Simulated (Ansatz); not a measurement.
ScAg (CsCl type, Pm-3m), PBEsol (plane waves, PAW; program Ansatz), all energies at zero smearing, with the estimated change up to a 700 eV cutoff added, with one set of potentials and settings (totals compare only within such a set). Cell of 2 atoms (1 Sc, 1 Ag): -9634.296 eV.

| element | reference phase | E (eV/atom) |
|---|---|---|
| Sc | P6_3/mmc, 2 atoms in the cell | -2111.3717 |
| Ag | P6_3/mmc, 4 atoms in the cell | -7522.3024 |

Formation energy per atom, worked out: (-9634.296 − 1×(-2111.3717) − 1×(-7522.3024))/2 = -0.311 eV/atom (-30 kJ per mol of atoms), at 0 K, without zero-point energy or fitted corrections.

A made-up cell: these elements were put on the sites of a structure type; the Crystallography Open Database files this formula in space group No. 221, but the cells were not matched. Whether it is the stable phase at ambient conditions was not checked. Symmetry was held in the PBEsol relaxation; its stability against distortions is not shown here. The run is not spin-polarised. The references are the lowest solids computed at this level, not always the standard phases.

Potentials: the earlier of the program's two PAW sets. The files were generated under PBE; for other functionals the program regenerates the frozen cores, and for LDA and PBEsol the local potential too.
